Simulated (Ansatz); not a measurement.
MgIn$_{2}$O$_{4}$:
Space group Imma (No. 74); a = 6.2394 Å, b = 6.3599 Å, c = 8.8514 Å, α = 90.00°, β = 90.00°, γ = 90.00°

| atom | site | symmetry | x | y | z |
|---|---|---|---|---|---|
| Mg | 4c | .2/m. | 0.2500 | 0.2500 | 0.2500 |
| In | 4e | mm2 | 0.0000 | 0.7500 | 0.1317 |
| In | 4b | 2/m.. | 0.0000 | 0.0000 | 0.5000 |
| O | 8h | m.. | 0.0000 | 0.0247 | 0.2572 |
| O | 8i | .m. | 0.2638 | 0.2500 | 0.0119 |
(The calculation used a cell of 14 atoms; values per cell refer to that cell.)

Relaxed with PBEsol. 

### Question
HSE06 on this cell (Ansatz, an electronic-structure program, PAW) gives a gap of 2.97 eV. What does PBEsol give?

### Answer
1.39 eV.

Cost on shared cores: the PBEsol run (SCF on a 6×6×6 mesh, then bands and DOS) roughly 4 core-minutes, the HSE06 run (SCF on 4×4×4, then a few points) roughly 6 core-minutes; the tasks are unlike.

The workflow started from a Materials Project entry (that database holds measured and hypothetical structures alike); the Crystallography Open Database copy checked does not list it. With Mg and In taken as one species the cell has the higher symmetry Fd-3m, so it may be an ordered model of a mixed-site phase. Whether it is the stable phase at ambient conditions was not checked. The cell was relaxed with PBEsol under the symmetry of its start; its stability against distortions is not shown here. Scalar-relativistic: spin–orbit coupling is off unless named, which matters more the heavier the elements.

Potentials: the later of the program's two PAW sets.

Ansatz is a plane-wave DFT program.
